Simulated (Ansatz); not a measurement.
# Mg5NiS6: zone-centre modes

All numbers below come from Ansatz, DFT PBE, scalar-relativistic, plane waves, PAW. Settings: 420 eV plane-wave cutoff, Γ-centred 6×6×6 mesh, Gaussian smearing of 0.02 eV. Collinear spin, site moments 0.0, 0.0, 0.0, 0.0, 0.0, 1.3, 0.1, 0.1, 0.1, 0.1, 0.1, 0.1 μB. Phonons by linear response, acoustic sum rule imposed.

Relaxed structure:
```xyz
12
Lattice="6.2860 0.0000 0.0000 -3.1430 5.4438 0.0000 0.0000 0.0000 6.0846" Properties=species:S:1:pos:R:3 pbc="T T T"
Mg    0.0000    3.6292    0.0000
Mg    0.0000    0.0000    0.0000
Mg    3.1430    1.8146    0.0000
Mg    0.0000    3.6292    3.0423
Mg    3.1430    1.8146    3.0423
Ni    0.0000    0.0000    3.0423
S     2.0515    0.0000    1.5614
S    -1.0258    1.7767    1.5614
S     2.1172    3.6671    1.5614
S     4.2344    0.0000    4.5233
S     1.0258    1.7767    4.5233
S    -2.1172    3.6671    4.5233
```

The structure comes from a generated guess, relaxed at this level; another structure or a mixture of phases may lie lower. The run warned that its linear response isn't converged on this k mesh, so dielectric tensors, Born charges and infrared intensities are rough, and the frequencies may be too.

Optical modes at Γ (transverse, no macroscopic field):
```
frequency (cm⁻¹)  degeneracy  IR intensity of the level ((D/Å)²/amu)
             116           1                                    2.74
             129           2                                    0.33
             165           2                                    0.17
             166           2                                    0.00
             177           1                                    2.44
             179           1                                    0.00
             201           2                                   21.08
             202           2                                    0.00
             213           1                                    0.00
             218           1                                   34.81
             232           2                                    6.49
             235           2                                    0.00
             237           2                                    0.00
             264           1                                    0.00
             270           2                                   60.60
             280           1                                    0.00
             281           2                                    3.90
             286           2                                    0.00
             296           1                                   14.11
             299           1                                    0.00
             319           1                                    0.00
             372           1                                    1.30
```

All 33 optical modes at Γ are real: no displacement of atoms at fixed cell lowers the energy to second order. Strains and modes at other wave vectors aren't tested by this run.

* Electronic dielectric constant ε∞ (principal values): 7.02, 7.20, 7.20
* Static dielectric constant ε0 (principal values): 15.1, 15.1, 19.1
* Refractive index √ε∞, mean: 2.67
* Kohn–Sham gap on the mesh: 0.60 eV
* Cost: 29 min on 4 threads of Intel(R) Xeon(R) 6975P-C (Granite Rapids), with other jobs on the host, peak memory 7 GiB

Born effective charges (e):
| atom | Z*xx | Z*yy | Z*zz | mean |
| --- | --- | --- | --- | --- |
| Mg (atom 1) | 2.34 | 2.34 | 2.92 | 2.53 |
| Mg (atom 2) | 1.98 | 1.98 | 3.00 | 2.32 |
| Mg (atom 4) | 2.36 | 2.36 | 1.74 | 2.15 |
| Ni (atom 6) | 1.62 | 1.62 | 1.71 | 1.65 |
| S (atom 7) | -2.30 | -2.03 | -2.34 | -2.22 |

The modes are given without the long-range field that lifts LO modes in polar crystals.
